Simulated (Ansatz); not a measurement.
Input, command and steps of an Ansatz relaxation.

```yaml
crystal:
  lattice:
    - [2.6116276097, 0.0, 0.0]
    - [0.0, 3.6440653659, 0.0]
    - [0.0, 0.0, 8.033036006]
  atoms:
    - { symbol: V, position: [0.0, 0.0, 0.0] }
    - { symbol: V, position: [0.5, 0.5, 0.5] }
    - { symbol: Pt, position: [0.5, 0.5, 0.8391520227] }
    - { symbol: Pt, position: [0.0, 0.0, 0.6608479773] }
    - { symbol: Pt, position: [0.0, 0.0, 0.3391520227] }
    - { symbol: Pt, position: [0.5, 0.5, 0.1608479773] }
basis:
  ecutwfc: 500
kpoints:
  mp_grid: { grid: [14, 10, 4] }
hamiltonian:
  xc: r2scan
scf:
  occupations: { method: gaussian, width: 0.1 }
output:
  forces: true
  stress: true
  eigenvalues: true
relax:
  adjacent_minimum: "off"
  f_tol: 0.008
  max_steps: 40
```

```bash
ansatz run input.yaml --threads 1 --pin off --max-ram 2560MiB --backend cpu --events-out ev --progress --plain --runs-dir out
```

The calculation used Ansatz, DFT r2SCAN, scalar-relativistic, plane waves, PAW.

Of 4 frames 3 are shown, positions in Å and forces in eV/Å; the SCF threshold varies from step to step.

```xyz
6
Lattice="2.6116 0.0000 0.0000 0.0000 3.6441 0.0000 0.0000 0.0000 8.0330" Properties=species:S:1:pos:R:3:forces:R:3 pbc="T T T" step=1 free_energy_over_end_meV_per_atom=0.05
V     0.0000    0.0000    0.0000    0.0000    0.0000    0.0000
V     1.3058    1.8220    4.0165    0.0000    0.0000    0.0000
Pt    1.3058    1.8220    6.7409    0.0000    0.0000   -0.0816
Pt    0.0000    0.0000    5.3086    0.0000    0.0000    0.0816
Pt    0.0000    0.0000    2.7244    0.0000    0.0000   -0.0816
Pt    1.3058    1.8220    1.2921    0.0000    0.0000    0.0816
6
Lattice="2.6116 0.0000 0.0000 0.0000 3.6441 0.0000 0.0000 0.0000 8.0330" Properties=species:S:1:pos:R:3:forces:R:3 pbc="T T T" step=2 free_energy_over_end_meV_per_atom=0.03
V     0.0000    0.0000    0.0000    0.0000    0.0000    0.0000
V     1.3058    1.8220    4.0165    0.0000    0.0000    0.0000
Pt    1.3058    1.8220    6.7373    0.0000    0.0000    0.0641
Pt    0.0000    0.0000    5.3122    0.0000    0.0000   -0.0641
Pt    0.0000    0.0000    2.7208    0.0000    0.0000    0.0641
Pt    1.3058    1.8220    1.2957    0.0000    0.0000   -0.0641
6
Lattice="2.6116 0.0000 0.0000 0.0000 3.6441 0.0000 0.0000 0.0000 8.0330" Properties=species:S:1:pos:R:3:forces:R:3 pbc="T T T" step=4 free_energy_over_end_meV_per_atom=0.00
V     0.0000    0.0000    0.0000    0.0000    0.0000    0.0000
V     1.3058    1.8220    4.0165    0.0000    0.0000    0.0000
Pt    1.3058    1.8220    6.7389    0.0000    0.0000   -0.0001
Pt    0.0000    0.0000    5.3106    0.0000    0.0000    0.0001
Pt    0.0000    0.0000    2.7224    0.0000    0.0000   -0.0001
Pt    1.3058    1.8220    1.2941    0.0000    0.0000    0.0001
```

The run took 75 s on 1 thread of AMD EPYC 9R45 96-Core Processor (Zen 5), with other jobs on the host, peak memory 0.94 GiB.

Spin–orbit coupling is left out, which can shift energies with elements as heavy as these.